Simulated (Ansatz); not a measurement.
## Cd2HgS3: rattling a relaxed structure

The cell was found from a structure generator's guess, not taken from experiment.

Theory: Ansatz, DFT PBE, scalar-relativistic, plane waves, PAW. Settings: cutoff 420 eV, Γ-centred mesh 8×8×4 on the computed 6-atom cell, Gaussian smearing of 0.02 eV; no spin polarisation.

The cell below (6 atoms, space group C2 (No. 5)) is relaxed within its symmetry.

```
Cd Hg S
1.0
     3.62318   -2.05534    0.00000
     3.62318    2.05534    0.00000
    -1.10975    0.00000    9.69197
Cd Hg S
2 1 3
Direct
  0.99888 0.59437 0.16317
  0.40563 0.00112 0.83683
  0.69199 0.30800 0.50000
  0.48400 0.51600 0.00000
  0.95882 0.53934 0.68154
  0.46066 0.04118 0.31846
```

For the test a repeat of it with 12 atoms (edges 4.17, 7.15, 9.76 Å) was strained at random (σ = 1.5 % a component), the atoms were moved at random (σ = 0.05 Å), and all was relaxed again on a coarse 4×2×2 mesh (in the run’s order of axes) with 0.10 eV smearing, with no symmetry imposed.

These runs have no spin–orbit coupling, which can matter for Hg.

Question: What happens?

Answer: It returns, within 1 meV/atom of the unmoved cell on that mesh and with the same symmetry when read at 0.1 Å (P1 at 0.01 Å, so small strains and shifts remain). No instability shows in this cell; modes of other wave vectors, which need another repeat, aren't tested.
